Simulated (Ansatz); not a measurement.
Zr$_{2}$SiB$_{2}$:
```cif
data_B2SiZr2
_chemical_formula_sum 'Zr2 Si1 B2'
_space_group_name_H-M_alt 'P-6m2'
_space_group_IT_number 187
_space_group_name_Hall 'P -6 2'
_cell_length_a 3.18551
_cell_length_b 3.18551
_cell_length_c 7.80309
_cell_angle_alpha 90.000
_cell_angle_beta 90.000
_cell_angle_gamma 120.000
loop_
_atom_site_label
_atom_site_type_symbol
_atom_site_symmetry_multiplicity
_atom_site_Wyckoff_symbol
_atom_site_fract_x
_atom_site_fract_y
_atom_site_fract_z
_atom_site_occupancy
Zr1 Zr 2 h 0.33333 0.66667 0.27919 1
Si1 Si 1 a 0.00000 0.00000 0.00000 1
B1 B 1 b 0.00000 0.00000 0.50000 1
B2 B 1 f 0.66667 0.33333 0.50000 1
```

Relaxed at zero pressure with DFT-r²SCAN in the program Ansatz with PAW potentials.

### Question
The volume is raised by 3 % and shape and atoms relax at that volume. What pressure results, and how do the axes share the change?

### Answer
-4.8 GPa; a 1.0 %, b 1.0 %, c 0.9 %; the energy rises by 6 meV/atom.

### Question
Give the new structure.

### Answer

Space group P-6m2 (No. 187); a = b = 3.218 Å, c = 7.874 Å, α = β = 90.00°, γ = 120.00°

```tsv
atom	site	symmetry	x	y	z
Zr	2h	3m.	0.3333	0.6667	0.2802
Si	1a	-6m2	0.0000	0.0000	0.0000
B	1b	-6m2	0.0000	0.0000	0.5000
B	1f	-6m2	0.6667	0.3333	0.5000
```

The phase is kept; no other phase was compared at this pressure.

The start of the workflow was typed in or built on a structure type; neither database checked (COD, Materials Project) lists it. Its standing as an ambient phase is unchecked. The r²SCAN relaxation kept the symmetry of its start; its stability against distortions is not shown here. No spin polarisation was allowed.

Potentials: the earlier of the program's two PAW sets.
